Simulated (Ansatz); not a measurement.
BP:
```yaml
crystal:
  lattice:
    - [0.00000, 2.27428, 2.27428]
    - [2.27428, 0.00000, 2.27428]
    - [2.27428, 2.27428, 0.00000]
  atoms:
    - { symbol: P, position: [0.75000, 0.75000, 0.75000] }
    - { symbol: B, position: [0.00000, 0.00000, 0.00000] }
```

Tensor components refer to the Cartesian frame of this cell.

**Question.** Give the proper piezoelectric stress tensor with relaxed ions from DFT-PBE in the program Ansatz with PAW potentials.

**Answer.** In C/m², rows x, y, z, Voigt columns; mesh uncertainty up to 0.01.
```
0.00  0.00  0.00  0.11  0.00  0.00
0.00  0.00  0.00  0.00  0.11  0.00
0.00  0.00  0.00  0.00  0.00  0.11
```

The elastic tensor of the same run (GPa):

```
 339  73.3  73.3   0.0   0.0   0.0
73.3   339  73.3   0.0   0.0   0.0
73.3  73.3   339   0.0   0.0   0.0
 0.0   0.0   0.0   184   0.0   0.0
 0.0   0.0   0.0   0.0   184   0.0
 0.0   0.0   0.0   0.0   0.0   184
```

**Question.** Convert to strain constants d = e·S.

**Answer.** In pC/N:
```
0.0  0.0  0.0  0.6  0.0  0.0
0.0  0.0  0.0  0.0  0.6  0.0
0.0  0.0  0.0  0.0  0.0  0.6
```

Space group F-43m (zinc blende). Symmetry was held in the PBE relaxation; phonons on a q-mesh show no instability.

Potentials: the later of the program's two PAW sets.
